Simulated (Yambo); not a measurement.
G0W0@PBEsol for K2PtH6 (space group Fm-3m, No. 225) in Yambo (2×2×2 mesh, 7 Ry block, plasmon pole, screening fixed), without a terminator:

| bands N in G | gap L → X (eV) | shift of the valence edge (eV) |
|---|---|---|
| 70 | 6.271 | -1.110 |
| 121 | 6.344 | -1.373 |
| 188 | 6.339 | -1.483 |

Q: Extrapolate both columns to infinite N with E(N) = E∞ + A/N, test the form, and compare with the terminator.

A: From two points, E∞ = (N2 E2 − N1 E1)/(N2 − N1). The two largest N give 6.33 eV for the gap and -1.68 eV for the shift; the two smallest give 6.44 eV and -1.73 eV. For the gap the slopes A are -12 and 1.7 eV: the form isn't reached, and its limit is uncertain. For the shift the slopes A are 44 and 37 eV: the 1/N form holds. With the Bruneval-Gonze terminator and 188 bands the run gives 6.31 eV and -1.56 eV, 0.02 eV and 0.12 eV from the extrapolated values: the terminator too is an estimate of the remainder. Block, mesh and the bands in W are held fixed.

Spin-orbit coupling is not included.

Geometry of the Materials Project entry, not relaxed at this level; primitive cell a = b = c = 5.742 Å, α = β = γ = 60.00°.

The structure is a Materials Project entry; no match was found in the copy of COD used, and its stability was not checked.

A shift is the quasiparticle energy of the state minus its PBEsol energy.
